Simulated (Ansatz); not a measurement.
Fe$_{3}$Ni (Cu3Au type, space group No. 221) under volume change, PBEsol (plane waves, PAW; program Ansatz), scaled uniformly.

| V (Å³/atom) | E − E(relaxed) (meV/atom) | P (GPa) |
|---|---|---|
| 9.564 | 61.9 | 23.77 |
| 9.879 | 25.2 | 13.98 |
| 10.194 | 5.6 | 6.12 |
| 10.510 | 0.0 | 0.02 |
| 10.825 | 4.3 | -4.21 |
| 11.140 | 14.5 | -5.68 |
| 11.455 | 27.7 | -7.94 |

Q: What does a third-order Birch–Murnaghan fit give for V₀, B₀ and B′?

A: V₀ = 10.53 Å³/atom, B₀ = 153 GPa, B′ = 10.9.

Space group Pm-3m (Cu3Au type). The workflow started from a Materials Project entry (that database holds measured and hypothetical structures alike); the Crystallography Open Database copy checked does not list it. Whether it is the stable phase at ambient conditions was not checked. Symmetry was held in the PBEsol relaxation; whether a distortion lowers the energy is not shown. The final state is ferromagnetic, chosen from 5 collinear starts compared on coarse meshes (ties went to the first, and starts can fall back to one state), not a proven ground state.

Potentials: the later of the program's two PAW sets.
